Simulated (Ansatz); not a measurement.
This cell of Ca (fcc, Cu type) is off equilibrium:

```xyz
1
Lattice="0.0000 2.6958 3.0193 2.6958 0.0000 3.0193 2.6958 2.6958 0.0000" Properties=species:S:1:pos:R:3 pbc="T T T"
Ca     0.0000     0.0000     0.0000
```

All values below come from PBE (plane waves to 420 eV, PAW, scalar-relativistic; Ansatz, a program for electronic structure). k mesh 15×15×15 (Γ-centred), Fermi-Dirac smearing 0.05 eV. Energies are smeared free energies. Stress and pressure are positive under compression. With partly filled bands, the response to shear is sensitive to the k mesh, so small differences along c/a are uncertain. Ca was relaxed with its symmetry unable to fall. The PAW data are Ansatz's earlier set.

Q: What is the stress tensor (GPa)?

A: 
```
   -0.2      0.0      0.0
    0.0     -0.2      0.0
    0.0      0.0     -1.5
```
The pressure, a third of the trace, is -0.7 GPa.

Q: It is the relaxed cell deformed to V/V₀ = 1.040, (c/a)/(c/a)₀ = 1.120, c along z, fractional positions held. What is its energy relative to the relaxed cell?

A: 15 meV/atom.

(A scan under strain: stresses follow from slopes of the energy per volume, elastic moduli from its curvatures.)
